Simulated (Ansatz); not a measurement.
**Competing spin states in Cr2O3**

```xyz
10
Lattice="2.4785 1.4310 4.5308 -2.4785 1.4310 4.5308 0.0000 -2.8619 4.5308" Properties=species:S:1:pos:R:3 pbc="T T T"
Cr    0.0000    0.0000    4.7231
Cr    0.0000    0.0000    2.0731
Cr    0.0000    0.0000    8.8692
Cr    0.0000    0.0000   11.5192
O    -0.9626    1.4310    7.9288
O    -0.7579   -1.5492    7.9288
O     1.7206    0.1182    7.9288
O     0.9626   -1.4310    5.6635
O     0.7579    1.5492    5.6635
O    -1.7206   -0.1182    5.6635
```

Computed with plane-wave PAW DFT (Ansatz 0.2.0): r2SCAN, 500 eV cutoff, 5×5×5 Γ-centred mesh, fermi-dirac occupations of width 0.050 eV. The atoms are fixed and numbered as listed; spin is collinear, without spin-orbit coupling.

Different starts of the self-consistent cycle ended in different solutions. Their moments in μB:

```
state   Cr1    Cr2    Cr3    Cr4  other atoms together  size of the net moment a cell
    A  0.00   0.00   0.00   0.00                  0.00                           0.00
    B  2.39   2.41   2.39  -2.29                  0.06                           6.00
    C  2.35  -2.35  -2.35   2.35                  0.00                           0.00
    D  2.33  -2.33   2.33  -2.33                  0.00                           0.00
    E  2.45   2.45   2.45   2.45                  0.13                          12.00
    F  2.35   2.35  -2.35  -2.35                  0.00                           0.00
```

Site moments are taken in small spheres that don't touch (radius about 0.4 of the atom's shortest bond), so those of the magnetic atoms read low, and they needn't add up to the net moment. State A was run without spin polarisation.

Task: What is the order in energy at zero smearing?

Result: State C (antiparallel, compensated) is lowest; F (antiparallel, compensated) lies 15.6 meV above it, B (antiparallel, not compensated) lies 18.9 meV above it, D (antiparallel, compensated) lies 29 meV above it, E (parallel moments) lies 34 meV above it, A (without moments) lies 807 meV above it, all counted an atom of the cell.

Task: Which states have a gap on the mesh, and what pressure does each exert on this cell?

Result: A: no gap, -15.7 GPa; B: gap 2.20 eV, 1.1 GPa; C: gap 2.61 eV, 0.1 GPa; D: gap 2.32 eV, 1.1 GPa; E: gap 1.90 eV, 3.0 GPa; F: gap 2.26 eV, 0.6 GPa (positive in compression). Moments take up room: without them the pressure is lower, so that state wants a smaller cell.

Task: What do states E and C say about the exchange?

Result: Between E and C the moments keep their size (2.45 against 2.35 μB in the mean), so the difference mostly measures the exchange between the flipped sites: the antiparallel order gains 85 meV for each Cr atom. The nearest flipped pair stands 2.65 Å apart. Flipped pairs are linked through O; the widest Cr–O–Cr angle among the nearer links is 121°, at 3.42 Å between the metal atoms.

Task: How much does the cell gain by forming moments?

Result: 807 meV an atom of the cell, or 2016 meV for each Cr atom, against state A, which has none. A run without spin would miss this and give wrong energies and forces. That state isn't the paramagnet, which keeps its moments, so this is no ordering energy.

Of 5 runs begun from atoms with typed moments, each in a different pattern, 1 ended in state C: one start isn't enough to call a state the ground state.

The cell is that of a Crystallography Open Database entry, unchanged.

Caveats: only orders that fit this cell and collinear spins were tried, so the true order may need a larger cell or canted moments; atoms and cell are not relaxed, and each state would relax in its own way; semilocal functionals without U often misplace the states of 3d oxides, halides and chalcogenides; the k mesh is coarse, so differences of a few meV are uncertain where a state is a metal; one start a pattern, so a lower state of the same pattern may exist.
